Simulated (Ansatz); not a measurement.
How many states can DFT+U reach in K2NiO2 (I4/mmm)?

All numbers are calculated (PBEsol+U, U_eff = 4.0 eV (Dudarev form) on Ni d, fully localised double counting, scalar-relativistic datasets, 420 eV, PAW set soft_2 (made for PBE), 7×7×7 mesh, Gaussian smearing of 0.05 eV) with the plane-wave PAW code Ansatz.

```
K Ni O
1.0
    -1.97640    1.97640    6.41920
     1.97640   -1.97640    6.41920
     1.97640    1.97640   -6.41920
K Ni O
2 1 2
Direct
  0.65740 0.65740 0.00000
  0.34260 0.34260 0.00000
  0.00000 0.00000 0.00000
  0.86860 0.86860 0.00000
  0.13140 0.13140 0.00000
```

The structure is that of a cell as deposited in COD, unrelaxed.

Cell and atoms stay fixed, and the cell was started in 11 ways, without spin–orbit coupling. The starts were built for 8 d electrons on Ni, a formal count that the converged states needn't keep. Starting moments of the plain starts: Ni3 2.00 μB (atoms counted from 1).

Energies count from the lowest free state found; constrained states (a lock kept on the moments, or spin off) can lie above or below free ones. A natural orbital (eigenvector of a shell's occupation matrix) is counted as filled above 0.75 (0.9 in a metal) and as partly filled from 0.35 up to that; ↑ and ↓ are the spin channels.

| state | reached from | ΔE (meV/atom) | gap (eV) | P (GPa) | cell spin moment (μB) | site spin moments (μB) | shell filling | Hubbard energy (eV/cell) | flags |
| --- | --- | --- | --- | --- | --- | --- | --- | --- | --- |
| 1 | from atoms, default search; from atoms, symmetry kept, no search; random orbitals: single harmonics, high spin (draw 1); 7 more | 0.0 | 1.86 | -0.3 | 2.00 | Ni 1.28; O 0.26 | Ni 5↑ 3↓(+2 partly), 8.38 e | 1.47 | – |
| 2 | random orbitals: single harmonics, lower spin (4+4 electrons) (draw 4) | 334.4 | metal | 2.6 | 0.00 | Ni -0.50; O 0.26 | Ni 3↑(+1 partly) 3↓(+2 partly), 8.28 e | 1.10 | – |

The lowest free state (state 1) has 8 d electrons in filled orbitals, 2 of them unpaired, the high-spin filling, a gap of 1.86 eV and a whole-number cell moment of 2 μB, as a collinear insulator must have. Its natural occupations are Ni3 spin up: 0.87 1.00 1.00 1.00 1.00; Ni3 spin down: 0.35 0.35 0.83 0.99 0.99. Since all bands are wholly filled or empty, the fractional occupations (0.35, 0.83, 0.87) come from mixing of the shell with the neighbours' orbitals (covalency), not from partly filled bands.

State 2 lies 334.4 meV/atom higher, or 1.67 eV per cell. It has no gap on the mesh (a metal); natural occupations Ni3 spin up: 0.00 0.81 1.00 1.00 1.00; Ni3 spin down: 0.67 0.83 0.98 1.00 1.00. With J = 0 the Hubbard energy is (U/2) Σ λ(1 − λ), a penalty on fractional natural occupations. The sums Σ λ(1 − λ) over the cell's shells are 0.73 for state 1 and 0.55 for state 2, which at U/2 = 2.00 eV give 1.47 and 1.10 eV per cell. Of the difference of 1.67 eV per cell, the Hubbard term gives -0.37 eV and all other terms 2.04 eV, so the other terms decide the order against the Hubbard term. The other terms are taken on each state's own density, so they aren't the result of a run without U.

With one Ni ion in the cell, Ni moments can't oppose each other.

In the lowest free state the fixed cell carries forces up to 0.47 eV/Å; relaxing would change energies and could change the order of close states.

The lowest state found needn't be the ground state of this level of theory. For metallic states the mesh is coarse, so energy differences carry some meV/atom. U wasn't fitted or computed for this material, so the results show what this U gives and needn't match the real solid. Gaps are Kohn–Sham gaps over the k-mesh alone and may be smaller between its points.
